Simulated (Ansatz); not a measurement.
ZnAg (CsCl type, Pm-3m) at seven volumes, the program Ansatz at the r²SCAN level (PAW), scaled uniformly. One row is withheld.

| V (Å³/atom) | P (GPa) |
|---|---|
| 14.098 | 13.07 |
| 14.563 | 7.85 |
| 15.028 | 3.55 |
| 15.493 | 0.00 |
| 15.958 | -2.93 |
| 16.422 | -5.34 |
| 16.887 | ? |

Question: Fit the shown pressures and predict the withheld one.

Answer: P = (3/2)B₀(x^(7/2) − x^(5/2))[1 + (3/4)(B′ − 4)(x − 1)] with x = (V₀/V)^(2/3). Least squares on the six rows gives V₀ = 15.493 Å³/atom, B₀ = 107 GPa, B′ = 5.41. At V = 16.887, x = 0.9442 and P = -7.30 GPa. The run itself gave -7.32 GPa.

The workflow started from an entry of the Crystallography Open Database (COD). Whether it is the stable phase at ambient conditions was not checked. The r²SCAN relaxation kept the symmetry of its start; its stability against distortions is not shown here. The run is not spin-polarised.

Potentials: the later of the program's two PAW sets.
